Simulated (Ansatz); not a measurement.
The relaxed structure here is a generated cell of CdS: the first start was made by placing the elements on the sites of a structure type, and the end was not matched to a known phase here, so it may be hypothetical. Known forms of CdS include space group No. 186, 216.

One stationary structure of CdS. All values below come from PBEsol (plane waves to 420 eV, PAW, scalar-relativistic; Ansatz, a quantum-chemistry and plane-wave program).

```xyz
8
Lattice="3.9224 0.0000 0.0000 0.0000 6.8652 0.0000 0.0000 0.0000 7.5700" Properties=species:S:1:pos:R:3 pbc="T T T"
Cd     1.9612     0.0000     0.0000
Cd     1.9612     0.0000     3.7850
Cd     0.0000     3.4326     1.8925
Cd     0.0000     3.4326     5.6775
S      0.3312     1.7611     0.0000
S      3.5912     1.7611     3.7850
S      3.5912     5.1041     0.0000
S      0.3312     5.1041     3.7850
```

Find the space group and the Wyckoff positions (tolerance 0.01 Å).

Space group Pccm (No. 49); a = 3.9224 Å, b = 6.8652 Å, c = 7.5700 Å, α = β = γ = 90.00°

```csv
atom,site,symmetry,x,y,z
Cd,2d,..2/m,0.5000,0.0000,0.0000
Cd,2g,222,0.0000,0.5000,0.2500
S,4q,..m,0.0844,0.2565,0.0000
```

Give the shortest distances between elements (the closest pairs, up to four, under 3.6 Å).

Cd–S 2.40 Å; S–S 3.41 Å.

```json
{
 "volume_per_atom": "25.48 Å³",
 "band_gap": "0.33 eV, direct at Γ (no spin-orbit coupling)"
}
```

No spin polarisation in the result.

The run could not lose the symmetry of its start, so the end can be a saddle point.

It was reached from a disturbed copy of a P4₂/mmc (No. 131) cell, against which it lies -0.02 eV/atom.
